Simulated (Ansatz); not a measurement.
AlN (zinc blende)

```
CELL_PARAMETERS angstrom
      0.00000     2.20161     2.20161
      2.20161     0.00000     2.20161
      2.20161     2.20161     0.00000
ATOMIC_POSITIONS crystal
  N  0.75000 0.75000 0.75000
  Al 0.00000 0.00000 0.00000
```

E(V) scan at fixed shape, V₀ the volume above. Symmetry pins the atoms to their sites.

Calculation: PBE (plane waves to 420 eV, PAW, scalar-relativistic; Ansatz, a program for electronic structure). k mesh 13×13×13 (Γ-centred), Fermi-Dirac smearing 0.05 eV. E stands for the smeared free energy. Compression counts positive. AlN was relaxed with its symmetry unable to fall. The zero of ΔE is the relaxed starting cell.

| V (Å³/atom) | ΔE (meV/atom) |
|---|---|
| 8.964 | 217.6 |
| 9.249 | 143.8 |
| 9.533 | 87.7 |
| 9.818 | 47.0 |
| 10.102 | 19.9 |
| 10.387 | 4.8 |
| 10.671 | 0.0 |
| 10.956 | 4.4 |
| 11.240 | 16.8 |
| 11.525 | withheld |
| 11.810 | 61.8 |
| 12.094 | 92.7 |
| 12.379 | 128.4 |

Fit a third-order Birch-Murnaghan form (E₀, V₀, B₀, B₀′ free) to the given rows and predict ΔE at V = 11.525.

Least squares on the 12 given rows: ΔE = E₀ + (9V₀B₀/16)·y²·[2 + (B₀′ − 4)y], y = (V₀/V)^(2/3) − 1, with V₀ = 10.672 Å³/atom, B₀ = 192.3 GPa (160.2 GPa = 1 eV/Å³; the term in eV is multiplied by 1000), B₀′ = 3.90, E₀ = 0.05 meV/atom; root-mean-square residual 0.08 meV/atom. At 11.525 the fit gives 36.1 meV/atom; the calculation gives 36.2 meV/atom, so the interpolation is off by -0.1 (-0.3 %). For the pressure the fit gives -12.7 GPa against the computed -12.7 GPa.

(A scan under strain: stresses follow from slopes of the energy per volume, elastic moduli from its curvatures.)
